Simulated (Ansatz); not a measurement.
RuW in space group Cmcm (No. 63; W on 4c, Ru on 4c), DFT-r²SCAN in the program Ansatz with PAW potentials, all energies at zero smearing, with the estimated change up to a 700 eV cutoff added, with one set of potentials and settings (totals compare only within such a set). Cell of 4 atoms (2 W, 2 Ru): -32577.186 eV.

```csv
element,reference phase,E (eV/atom)
W,"Im-3m, 1 atoms in the cell",-10398.2538
Ru,"P6_3/mmc, 2 atoms in the cell",-5890.7404
```

Formation energy per atom, worked out: (-32577.186 − 2×(-10398.2538) − 2×(-5890.7404))/4 = 0.201 eV/atom (19 kJ per mol of atoms), at 0 K, without zero-point energy or fitted corrections.

The start of the workflow was typed in or built on a structure type; neither database checked (COD, Materials Project) lists it. Its standing as an ambient phase is unchecked. The r²SCAN relaxation kept the symmetry of its start; its stability against distortions is not shown here. No spin polarisation was allowed. Its formation energy is positive at this level, so the cell may be metastable or incomplete. The references are the lowest solids computed at this level, not always the standard phases. Scalar-relativistic: spin–orbit coupling is off unless named, which matters more the heavier the elements.

Potentials: the earlier of the program's two PAW sets.
